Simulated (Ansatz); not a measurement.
CdI$_{2}$:
```
CdI2
1.0
    4.24247     0.00000     0.00000
   -2.12124     3.67409     0.00000
    0.00000     0.00000     6.82394
Cd I
1 2
Direct
  0.00000   0.00000   0.00000
  0.33333   0.66667   0.25348
  0.66667   0.33333   0.74652
```

x, y and z are the axes in which the lattice vectors are written.

Q: Give the high-frequency dielectric tensor and the Born effective charge tensors of the independent atoms from DFPT, PBE+D3(BJ) in the plane-wave PAW code Ansatz.

A: 
ε∞:
```
5.74  0.00  0.00
0.00  5.74  0.00
0.00  0.00  4.95
```
Z* of atom 1 (Cd), rows: field, columns: displacement, in e:
```
2.98  0.00  0.00
0.00  2.98  0.00
0.00  0.00  1.78
```
Z* of atom 2 (I), rows: field, columns: displacement, in e:
```
-1.49   0.00   0.00
 0.00  -1.49   0.00
 0.00   0.00  -0.89
```

Static charges for comparison (Bader): Cd1 +0.79, I2 -0.39 e. Born charges measure polarisation by displacement and can exceed these by far.

Space group P-3m1 (CdI2 type). The PBE+D3(BJ) relaxation kept the symmetry of its start; phonons on a q-mesh show no instability. Scalar-relativistic: spin–orbit coupling is off unless named, which matters more the heavier the elements.

Potentials: the later of the program's two PAW sets.
